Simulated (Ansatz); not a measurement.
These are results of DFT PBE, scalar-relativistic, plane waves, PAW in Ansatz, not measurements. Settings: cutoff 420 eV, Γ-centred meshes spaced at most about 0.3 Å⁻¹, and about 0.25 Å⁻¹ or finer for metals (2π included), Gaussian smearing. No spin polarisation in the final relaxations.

Each of these unrelaxed guesses is relaxed in cell and atoms within its symmetry. A guess keeps its type if space group and coordination stay and the shape of the cell changes little (axis ratios within about 15 %, angles within 6°); the volume may change.

1. Ti2W3C5

Space group I4/mmm (No. 139). a = 3.445 Å, b = 3.445 Å, c = 24.362 Å, α = 90.00°, β = 90.00°, γ = 90.00°
```csv
atom,site,symmetry,x,y,z
Ti,4e,4mm,0.5000,0.5000,0.3000
W,2a,4/mmm,0.0000,0.0000,0.0000
W,4e,4mm,0.0000,0.0000,0.4000
C,4e,4mm,0.5000,0.5000,0.4000
C,4e,4mm,0.0000,0.0000,0.3000
C,2b,4/mmm,0.5000,0.5000,0.0000
```

2. Sc2AsSe

Space group P-4m2 (No. 115). a = 4.091 Å, b = 4.091 Å, c = 5.867 Å, α = 90.00°, β = 90.00°, γ = 90.00°
```csv
atom,site,symmetry,x,y,z
Sc,2g,2mm.,0.0000,0.5000,0.2462
As,1c,-4m2,0.5000,0.5000,0.5000
Se,1a,-4m2,0.0000,0.0000,0.0000
```

3. Ga2Te3O

Space group Cmmm (No. 65). a = 6.563 Å, b = 7.170 Å, c = 7.752 Å, α = 90.00°, β = 90.00°, γ = 90.00°
| atom | site | symmetry | x | y | z |
| --- | --- | --- | --- | --- | --- |
| Ga | 4i | m2m | 0.5000 | 0.7235 | 0.0000 |
| Te | 4l | mm2 | 0.5000 | 0.0000 | 0.2452 |
| Te | 2d | mmm | 0.0000 | 0.0000 | 0.5000 |
| O | 2c | mmm | 0.5000 | 0.0000 | 0.5000 |

Question: Which guesses survive the relaxation?

Answer: Guesses 1 and 2 keep their type.

| guess | kept | start group | end group | V start (Å³/atom) | V end | b/a and c/a, end over start | nearest neighbours start | nearest neighbours end |
| --- | --- | --- | --- | --- | --- | --- | --- | --- |
| 1 | yes | I4/mmm | I4/mmm | 14.5 | 10.3 | 1.00, 1.00 | C 6, Ti 6, W 6 | C 6, Ti 6, W 6 |
| 2 | yes | P-4m2 | P-4m2 | 24.6 | 28.0 | 1.00, 0.98 | As 4, Sc 4, Se 4 | As 4, Sc 4, Se 4 |
| 3 | no | Cmmm | Cmmm | 30.4 | 34.8 | 2.46, 1.85 | Ga 2, O 2, Te 1/4 | Ga 6, O 2, Te 2/6 |

Neighbours count within 15 % of an atom's shortest distance; end groups are read at 0.02 Å (0.05 Å in metals).

Weakly bound directions are ill-defined at this level, which has no dispersion term (Ga2Te3O Cmmm). These runs have no spin–orbit coupling, which can matter for Te and W. In Sc2AsSe P-4m2 an odd number of electrons in the primitive cell allows no gap without spin; a larger cell or a magnetic state could open one. Cells relaxed within their symmetry can be saddle points.

In counts of neighbours, a slash parts the counts of unlike sites.
